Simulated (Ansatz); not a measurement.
MgAlNO:
```cif
data_AlMgNO
_chemical_formula_sum 'Al1 Mg1 O1 N1'
_space_group_name_H-M_alt 'P 1'
_space_group_IT_number 1
_cell_length_a 3.17984
_cell_length_b 3.17984
_cell_length_c 5.08314
_cell_angle_alpha 90.000
_cell_angle_beta 90.000
_cell_angle_gamma 120.000
loop_
_space_group_symop_operation_xyz
  'x, y, z'
loop_
_atom_site_label
_atom_site_type_symbol
_atom_site_fract_x
_atom_site_fract_y
_atom_site_fract_z
_atom_site_occupancy
Al1 Al 0.33333 0.66667 0.50271 1
Mg1 Mg 0.66667 0.33333 0.00659 1
O1 O 0.33333 0.66667 0.14130 1
N1 N 0.66667 0.33333 0.59938 1
```

Relaxed with PBEsol.

Task: Decompose the optical modes at the zone centre into irreducible representations, and say which are infrared and Raman allowed.

Result: Point group 3m: Γ_opt = 3A1 + 3E. Infrared: A1, E. Raman: A1, E.

Task: Assign frequencies (DFPT, PBEsol (plane waves, PAW; program Ansatz); without the LO–TO term).

Result: E 206, A1 441, E 534, A1 580, A1 616, E 642 cm⁻¹.

Space group P3m1. The start of the workflow was typed in or built on a structure type; neither database checked (COD, Materials Project) lists it. Its standing as an ambient phase is unchecked. The PBEsol relaxation kept the symmetry of its start; whether a distortion lowers the energy is not shown. The volume moved by -22 % from the start of the relaxation.

Potentials: the earlier of the program's two PAW sets. The files were generated under PBE; for other functionals the program regenerates the frozen cores, and for LDA and PBEsol the local potential too.
